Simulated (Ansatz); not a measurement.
Trial structure of Ga3Se, not yet relaxed:

```yaml
crystal:
  lattice:
    - [0.00000, 3.23841, 3.23841]
    - [3.23841, 0.00000, 3.23841]
    - [3.23841, 3.23841, 0.00000]
  atoms:
    - { symbol: Ga, position: [0.25000, 0.25000, 0.25000] }
    - { symbol: Ga, position: [0.75000, 0.75000, 0.75000] }
    - { symbol: Ga, position: [0.50000, 0.50000, 0.50000] }
    - { symbol: Se, position: [0.00000, 0.00000, 0.00000] }
```

Level of theory: Ansatz, DFT PBE, scalar-relativistic, plane waves, PAW. Settings: cutoff 420 eV, Γ-centred mesh 6×6×6 on the computed 4-atom cell, Gaussian smearing of 0.10 eV; no spin polarisation.

Formation energies are uncorrected and refer to the elements' standard structures at the same level.

Question: What does a single point on this coarse mesh give?

Answer: The pressure is 13.6 GPa (it wants to expand), the largest force is 0.00 eV/Å (symmetry fixes the atoms), and the energy is +0.21 eV/atom against the elements. The shortest distance is 2.80 Å.

Question: Is it a good guess?

Answer: A fair one: relaxing gains about 0.15 eV/atom (the start's value is from the coarse mesh, so the gain is rough) in 9 ionic steps and ends at +0.06 eV/atom on the finer mesh. The symmetry stays Fm-3m (No. 225). The end has the BiF3 (D0_3) type. The volume per atom grows by 23.7 %, from 17.0 to 21.0 Å³. The shortest distance goes from 2.80 Å (Ga–Se and Ga–Ga) to 3.01 Å (Ga–Se and Ga–Ga). Conventional cell: a = 6.953 Å. Ga on a site of symmetry -43m is surrounded by 4 Ga at 3.01 Å, 4 Se at 3.01 Å and 6 Ga at 3.48 Å; around Ga on a site of symmetry m-3m lie 8 Ga at 3.01 Å and 6 Se at 3.48 Å; Se has 8 Ga at 3.01 Å and 6 Ga at 3.48 Å.

The last run used a 12×12×12 mesh for its 4-atom cell and Gaussian smearing of 0.10 eV. An odd number of electrons in the primitive cell allows no gap without spin; a larger cell or a magnetic state could open one. The reference form of Se is held partly by dispersion forces, which this level lacks. The relaxation can't lower the symmetry of the start, and the grade says only how near the guess is to its own end. Symmetry constrained the relaxation, so the result can be a saddle point. Another cell of Ga3Se relaxed alike, in P4/mmm, lies 111 meV/atom lower, so this cell isn't the stable form at this level.
